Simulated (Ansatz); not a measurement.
Lattice vibrations of PIr$_{2}$ at Γ at 10 GPa

All numbers below come from DFT LDA, scalar-relativistic, plane waves, PAW in Ansatz. Cutoff 420 eV, 14×14×14 k-points (Γ-centred), Fermi-Dirac smearing of 0.15 eV. No spin polarisation. Phonons by linear response, acoustic sum rule imposed.

The cell, relaxed at 10 GPa:
```
CELL_PARAMETERS angstrom
0.00000 2.72635 2.72635
2.72635 0.00000 2.72635
2.72635 2.72635 0.00000
ATOMIC_POSITIONS crystal
P 0.00000 0.00000 0.00000
Ir 0.25000 0.25000 0.25000
Ir 0.75000 0.75000 0.75000
```

In a metal, frequencies and elastic constants depend on the k mesh and the smearing, soft modes and shear constants most. Spin–orbit coupling is left out, which can shift energies with elements as heavy as these. Other phases may be more stable at this pressure.

Optical modes at Γ; i marks an imaginary frequency:
```tsv
frequency (THz)	degeneracy
5.97	3
10.75	3
```

All 6 optical modes at Γ are real: no displacement of atoms at fixed cell lowers the energy to second order. Strains and modes at other wave vectors aren't tested by this run.

Cost: 1 run of about 2 core-minutes, on Arm Neoverse N1 (shared hosts).